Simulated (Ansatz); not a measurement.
Method: DFT PBE, scalar-relativistic, plane waves, PAW (Ansatz 0.2.0). All cells share a 420 eV cutoff and Γ-centred k meshes spaced at most about 0.3 Å⁻¹ (about 0.25 or finer for metals, 2π included). No spin polarisation in the final relaxations.

Temperature and zero-point effects are left out.

Compare these two cells of K2Ge, each relaxed at this level.

A. Space group Pmmn (No. 59), orthorhombic, a = 5.830 Å, b = 10.121 Å, c = 3.390 Å. K has 5 K at 3.37–3.39 Å and 6 Ge at 3.76–3.79 Å; Ge has 2 Ge at 3.39 Å and 12 K at 3.76–3.79 Å.

B. Space group P6/mmm (No. 191), hexagonal, a = 5.848 Å, c = 3.354 Å. Around K lie 5 K at 3.35–3.38 Å and 6 Ge at 3.77 Å; around Ge lie 2 Ge at 3.35 Å and 12 K at 3.77 Å.

Question: Which is lower in energy, and by how much?

Answer: A is lower, by 6 meV/atom. The two are nearly one structure: a small distortion parts them. A has space group Pmmn (No. 59), 33.3 Å³/atom and no gap on its mesh; B has space group P6/mmm (No. 191), 33.1 Å³/atom and no gap. Even the lower one lies +0.19 eV/atom against the reference forms of the elements (uncorrected), so neither is stable at this level. Both come from invented guesses. A third cell relaxed alike, in I4/mcm, lies 114 meV/atom below the lower of the two.

The k mesh leaves some 4 meV/atom of noise in the energy of each metallic cell. Cells relaxed within their symmetry can be saddle points.
